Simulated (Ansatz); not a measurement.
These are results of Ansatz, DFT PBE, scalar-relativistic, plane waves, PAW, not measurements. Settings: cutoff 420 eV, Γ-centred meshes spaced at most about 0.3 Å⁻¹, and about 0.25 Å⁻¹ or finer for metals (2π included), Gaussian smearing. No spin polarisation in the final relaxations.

All energies are static (0 K, no zero-point motion).

Two forms of Zn2S were relaxed alike.

A.

Space group P4/mmm (No. 123). a = 4.791 Å, b = 4.791 Å, c = 4.003 Å, α = 90.00°, β = 90.00°, γ = 90.00°
```tsv
atom	site	symmetry	x	y	z
Zn	2f	mmm.	0.0000	0.5000	0.0000
S	1c	4/mmm	0.5000	0.5000	0.0000
```

B.

Space group P4/mmm (No. 123). a = 2.597 Å, b = 2.597 Å, c = 7.915 Å, α = 90.00°, β = 90.00°, γ = 90.00°
```json
{"atom": "Zn", "site": "2g", "symmetry": "4mm", "x": "0.0000", "y": "0.0000", "z": "0.3261"}
{"atom": "S", "site": "1a", "symmetry": "4/mmm", "x": "0.0000", "y": "0.0000", "z": "0.0000"}
```

Question: Which would you expect to be lower, and how large is the difference?

Answer: B is lower, by 113 meV/atom. A has space group P4/mmm (No. 123), 30.6 Å³/atom and no gap on its mesh; B has space group P4/mmm (No. 123), 17.8 Å³/atom and no gap. Counting S atoms around Zn (those within 1.25 times the shortest such distance or 1.15 times the sum of covalent radii, 1.27 where that leaves under three), A has Zn 2 and B has Zn 1. Even the lower one lies +0.21 eV/atom against the reference forms of the elements (uncorrected), so neither is stable at this level. In A, Zn has 2 S at 2.40 Å and 4 Zn at 3.39 Å; S is surrounded by 4 Zn at 2.40 Å. In B, Zn has 1 S at 2.58 Å and 5 Zn at 2.60–2.75 Å; S has 2 Zn at 2.58 Å and 4 S at 2.60 Å. Both come from invented guesses. A third cell relaxed alike, in P4/nmm, lies 0.39 eV/atom below the lower of the two.

Weakly bound directions are ill-defined at this level, which has no dispersion term (P4/mmm at 30.6 Å³/atom), and this can change margins and order among such cells. Cells relaxed within their symmetry can be saddle points.
